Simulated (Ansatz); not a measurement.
Ca2Si (space group Pnma)

```
Ca2Si
1.0
    7.27248     0.00000     0.00000
    0.00000     4.74909     0.00000
    0.00000     0.00000     8.81450
Ca Si
8 4
Direct
  0.33852   0.75000   0.07518
  0.66148   0.25000   0.92482
  0.16148   0.25000   0.57518
  0.83852   0.75000   0.42482
  0.01869   0.25000   0.18500
  0.98131   0.75000   0.81500
  0.48131   0.75000   0.68500
  0.51869   0.25000   0.31500
  0.75044   0.25000   0.60288
  0.24956   0.75000   0.39712
  0.74956   0.75000   0.10288
  0.25044   0.25000   0.89712
```

The slice is a (100) plane (indices of the conventional cell) through the point (0.750, 0.250, 0.603) (fractional), spanned by u = [010] and v = [001] in vectors of this cell: u (4.75 Å) and v (8.81 Å, at 90° to u). It covers one period; positions are fractions (u, v).

Computed with LDA (plane waves to 420 eV, PAW, scalar-relativistic; Ansatz, a first-principles code). k mesh 4×6×3. Inside the PAW spheres the values are not all-electron values, and peaks at nuclei hang on which shells count as valence. Ca2Si was relaxed with its symmetry unable to fall.

Task: Predict the map of the electron localisation function (ELF) on the slice.

Result: 
```
|xx**@@##..    ..##@@**|
|@@@@%%::  ====  ::%%@@|
|@@@@**  ++@@@@++  **@@|
|####::  **@@@@**  ::##|
|::::..  ..++++..  ..::|
|  ..::..        ..::..|
|  ::++############++::|
|::==%%@@@@@@@@@@@@%%==|
|::++%%@@%%xxxx%%@@%%++|
|..--%%@@**xxxx**@@%%--|
|    ==@@%%xxxx%%@@==  |
|++::  **@@@@@@@@**  ::|
|@@%%..::%%@@@@%%::..%%|
|@@%%..  ++####++  ..%%|
|**--    ::::::::    --|
|    ..::..    ..::..  |
|####%%##--....--##%%##|
|@@@@@@@@**::::**@@@@@@|
|xx**@@@@##----##@@@@**|
|xxxx@@@@**....**@@@@xx|
```
Scale: ten equal steps from 0.05 (start of ' ') to 0.85 (end of '@'), in the order ' .:-=+*#%@'. Values: electron localisation function (ELF). The map has 11 points along u (two characters each, u = 0 at the left) and 20 along v (v = 0 in the bottom row). Points within 0.5 Å of a nucleus are blanked (x), as the pseudised field means little there.
